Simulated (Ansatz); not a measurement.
The relaxed structure here is a generated cell of Te2Mo: the first start was made by placing the elements on the sites of a structure type, and the end was not matched to a known phase here, so it may be hypothetical. Known forms of Te2Mo include space group No. 194.

One starting cell of Te2Mo (a generated cell, Te2Mo placed in the cotunnite structure type) was relaxed twice with Ansatz (plane waves, PAW, scalar-relativistic): with PBEsol at 420 eV and with PBE at 420 eV. The PBEsol result:

```cif
data_Mo4Te8
_chemical_formula_sum 'Mo4 Te8'
_space_group_name_H-M_alt 'P 1'
_space_group_IT_number 1
_cell_length_a 7.69846
_cell_length_b 3.58756
_cell_length_c 9.56498
_cell_angle_alpha 90.000
_cell_angle_beta 90.000
_cell_angle_gamma 90.000
loop_
_space_group_symop_operation_xyz
  'x, y, z'
loop_
_atom_site_label
_atom_site_type_symbol
_atom_site_fract_x
_atom_site_fract_y
_atom_site_fract_z
_atom_site_occupancy
Mo1 Mo 0.25112 0.25000 0.09220 1
Mo2 Mo 0.75112 0.25000 0.40780 1
Mo3 Mo 0.74888 0.75000 0.90780 1
Mo4 Mo 0.24888 0.75000 0.59220 1
Te1 Te 0.12636 0.25000 0.39586 1
Te2 Te 0.62636 0.25000 0.10414 1
Te3 Te 0.87364 0.75000 0.60414 1
Te4 Te 0.37364 0.75000 0.89586 1
Te5 Te 0.01309 0.25000 0.86304 1
Te6 Te 0.51309 0.25000 0.63696 1
Te7 Te 0.98691 0.75000 0.13696 1
Te8 Te 0.48691 0.75000 0.36304 1
```

| quantity | PBEsol | PBE |
|---|---|---|
| space group | Pnma | Pnma |
| volume (Å³/atom) | 22.01 | (withheld) |
| a (Å) | 7.698 | (withheld) |
| b (Å) | 3.588 | (withheld) |
| c (Å) | 9.565 | (withheld) |
| gap (eV, no spin-orbit coupling) | 0.00 | (withheld) |

**Question.** What does PBE give for the same quantities?

**Answer.** 
- volume (Å³/atom), PBE: 23.40
- a (Å), PBE: 7.737
- b (Å), PBE: 3.691
- c (Å), PBE: 9.830
- gap (eV, no spin-orbit coupling), PBE: 0.00

Both levels end in the same structure; PBE's volume is 6.3 % larger. Neither column is exact.

No spin polarisation in the result.

The run could not lose the symmetry of its start: the end is stationary, and may be a saddle point rather than a minimum.

Ansatz is an electronic-structure program.
